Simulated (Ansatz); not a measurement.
LaN:
```cif
data_La2N2
_chemical_formula_sum 'La2 N2'
_space_group_name_H-M_alt 'P4/nmm :1'
_space_group_IT_number 129
_space_group_name_Hall 'P 4ab 2ab -1ab'
_cell_length_a 4.35155
_cell_length_b 4.35155
_cell_length_c 3.54684
_cell_angle_alpha 90.000
_cell_angle_beta 90.000
_cell_angle_gamma 90.000
loop_
_space_group_symop_operation_xyz
  'x, y, z'
  '-y+1/2, x+1/2, z'
  '-x, -y, z'
  'y+1/2, -x+1/2, z'
  'x+1/2, -y+1/2, -z'
  '-y, -x, -z'
  '-x+1/2, y+1/2, -z'
  'y, x, -z'
  '-x+1/2, -y+1/2, -z'
  'y, -x, -z'
  'x+1/2, y+1/2, -z'
  '-y, x, -z'
  '-x, y, z'
  'y+1/2, x+1/2, z'
  'x, -y, z'
  '-y+1/2, -x+1/2, z'
loop_
_atom_site_label
_atom_site_type_symbol
_atom_site_symmetry_multiplicity
_atom_site_Wyckoff_symbol
_atom_site_fract_x
_atom_site_fract_y
_atom_site_fract_z
_atom_site_occupancy
La1 La 2 c 0.50000 0.00000 0.28519 1
N1 N 2 a 0.00000 0.00000 0.00000 1
```

Relaxed with LDA.

Q: Give the optical modes at the zone centre with their infrared and Raman activity from DFPT, LDA in the plane-wave PAW code Ansatz.

A: Transverse frequencies, without the LO–TO term; a row sums one degenerate level.

| ω (cm⁻¹) | degeneracy | IR ((D/Å)²/amu) | Raman (Å⁴/amu) | activity | symmetry |
|---|---|---|---|---|---|
| 158 | 2 | 0.00 | 20 | Raman | Eg |
| 162 | 1 | 0.00 | 86 | Raman | A1g |
| 241 | 1 | 0.00 | 690 | Raman | B1g |
| 278 | 2 | 163.85 | 0 | IR | Eu |
| 345 | 1 | 30.56 | 0 | IR | A2u |
| 430 | 2 | 0.00 | 660 | Raman | Eg |

Q: How high does the top mode go among those that the LO–TO term moves?

A: 561 cm⁻¹ for q along x, 561 cm⁻¹ for q along y, 485 cm⁻¹ for q along z.

The workflow started from a Materials Project entry (that database holds measured and hypothetical structures alike); the Crystallography Open Database copy checked does not list it. COD files the formula under space group No. 225. Whether it is the stable phase at ambient conditions was not checked. Symmetry was held in the LDA relaxation. At this level the phase is dynamically unstable (imaginary phonons). Scalar-relativistic: spin–orbit coupling is off unless named, which matters more the heavier the elements.

Potentials: the later of the program's two PAW sets.
